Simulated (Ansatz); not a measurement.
Notes on Sr3Cu3P2

```xyz
8
Lattice="2.7530 4.7683 0.0000 -2.7530 4.7683 0.0000 0.0000 -3.1789 6.3948" Properties=species:S:1:pos:R:3 pbc="T T T"
P     0.0000    6.3578    1.4721
P     0.0000    0.0000    4.9227
Cu    0.0000    4.7683    0.0000
Cu   -1.3765    2.3842    0.0000
Cu    1.3765    2.3842    0.0000
Sr    0.0000    3.1789    3.1974
Sr    0.0000    0.0000    1.7746
Sr    0.0000    6.3578    4.6202
```

Single point in Ansatz 0.2.0 with m-r2SCAN, no spin polarisation. Cutoff 500 eV, PAW datasets, 7×7×7 Γ-centred k mesh, fermi-dirac filling (width 0.1 eV).

**Question.** What happens at the Fermi level?

**Answer.** It is a metal, with about 4.3 states/eV a cell as the mean within 0.25 eV of the Fermi level.

**Question.** How is the charge shared?

**Answer.** Bader charges in e: Sr +1.21, Cu -0.30, P -1.37. In the mean Sr gives up most and P takes most.

**Question.** What is the formation energy?

**Answer.** -0.44 eV an atom against the elements' usual phases (free molecules for gases, crystals otherwise, with no correction for O₂ or N₂), so it is bound against them; other compounds may still compete. Relaxing would lower it.

**Question.** Where is the largest force?

**Answer.** The largest is on P1 (and as large on other atoms): 2.43 eV/Å, components (0.00, 0.00, 2.43). It makes 133° with the line to a nearest neighbour, Cu3 at 2.17 Å.

Origin: a known structure type with other elements, at an estimated volume, so it need not be a known compound. Caveats: atoms or cell far from equilibrium; m-r2SCAN is r2SCAN with a changed spin dependence that lowers moments.
